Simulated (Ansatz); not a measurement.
**From a trial cell to the properties of ReSb2 in the CdI2-type structure**

Method: PBE, scalar-relativistic; no spin polarisation; PAW, 420 eV, Γ-centred 12×12×4 mesh, 0.05 eV Gaussian smearing; code Ansatz. The datasets are Ansatz's generated set soft_2.

The structure was built from a prototype; whether the compound forms in it isn't claimed.

Starting cell:

```yaml
crystal:
  lattice:
    - [3.60338, 0.00000, 0.00000]
    - [-1.80169, 3.12062, 0.00000]
    - [0.00000, 0.00000, 5.81300]
  atoms:
    - { symbol: Re, position: [0.00000, 0.00000, 0.00000] }
    - { symbol: Sb, position: [0.33333, 0.66667, 0.25200] }
    - { symbol: Sb, position: [0.66667, 0.33333, 0.74800] }
```

The runs in order:

```tsv
run	level	k-mesh	kind	V (Å³/atom)	P (GPa)	E − E(final) (meV/atom)	gap on the mesh (eV)
1	PBE	12×12×6	cell and atoms relaxed	27.58	0.0	0.0	metal
2	PBE	12×12×4	cell and atoms relaxed	27.58	0.0	0.0	metal
```

The cell is relaxed to zero pressure at this level.

The final structure (symmetry read at 0.01 Å). It takes space group P-3m1 (No. 164, trigonal). Conventional cell: a = 3.283 Å, b = 3.283 Å, c = 8.862 Å, α = 90.00°, β = 90.00°, γ = 120.00°. Around Re (site symmetry -3m) lie 6 Sb at 2.76 Å. Sb (site symmetry 3m) is surrounded by 3 Re at 2.76 Å. (Neighbours are counted to 15 % beyond the shortest distance.)

| atom | site | symmetry | x | y | z |
| --- | --- | --- | --- | --- | --- |
| Re | 1a | -3m. | 0.0000 | 0.0000 | 0.0000 |
| Sb | 2d | 3m. | 0.3333 | 0.6667 | 0.2260 |

At the final geometry the gap, band path included, is zero (metallic). Against the elements' standard states, run alike and uncorrected, the formation energy is 0.38 eV/atom, so this structure is unstable against them at this level. The runs in the table took roughly 5 core-minutes.

**What lies behind the numbers.**

With 45 valence electrons in the calculation's cell and no magnetic order, the bands, two electrons each, can't all be full or empty: band theory demands a metal. (Only strong correlation, outside this picture, could make a Mott insulator of it.)

For elements this heavy, spin–orbit coupling would shift levels and gaps; it isn't included here. Spin polarisation wasn't tried. The structure is built of weakly bound layers, and this functional has no dispersion term, so their spacing and all that hangs on it (volume, the soft elastic constants, low modes, dielectric constants) are poorly given.
